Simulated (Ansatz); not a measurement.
Below is a relaxed structure of Al₅InAs₆. The cell was found from a structure generator's guess, not taken from experiment.

Computed with DFT PBE, scalar-relativistic, plane waves, PAW (Ansatz). Cutoff 420 eV, Γ-centred mesh, Gaussian smearing, no spin polarisation.

```
Al In As
1.0
     3.54303    2.04557    6.72601
    -3.54303    2.04557    6.72601
     0.00000   -4.09114    6.72601
Al In As
5 1 6
Direct
  0.83350 0.16236 0.50398
  0.16236 0.50398 0.83350
  0.50398 0.83350 0.16236
  0.00150 0.00150 0.00150
  0.66427 0.66427 0.66427
  0.33338 0.33338 0.33338
  0.72720 0.02331 0.37988
  0.02331 0.37988 0.72720
  0.37988 0.72720 0.02331
  0.87749 0.87749 0.87749
  0.20240 0.20240 0.20240
  0.53974 0.53974 0.53974
```

Energies over the elements count from the elements' standard structures at the same level, with no fitted energy shifts.

Question: What space group does it have?

Answer: R3 (No. 146), with Al and In ordered on wurtzite sites. Conventional cell: a = 7.086 Å, c = 20.178 Å. Around Al on a site of symmetry 1 lie 4 As at 2.48–2.51 Å; Al on a site of symmetry 3 is surrounded by 4 As at 2.47–2.50 Å; around In lie 4 As at 2.64 Å; around As on a site of symmetry 1 lie 3 Al at 2.46–2.49 Å and 1 In at 2.64 Å; 4 more sites not described.

Question: How far does it lie from the elements in energy?

Answer: −0.435 eV/atom. A negative formation energy is needed for stability but isn't enough: competing phases decide.

Question: Is it a metal?

Answer: No, the gap on the 6×6×6 mesh is 1.34 eV.

The last run used a 6×6×6 mesh for its 12-atom cell and Gaussian smearing of 0.02 eV. Kohn–Sham gaps at this level usually fall short of measured ones. The reference form of As is held partly by dispersion forces, which this level lacks. A structure relaxed within its symmetry needn't be a true minimum.
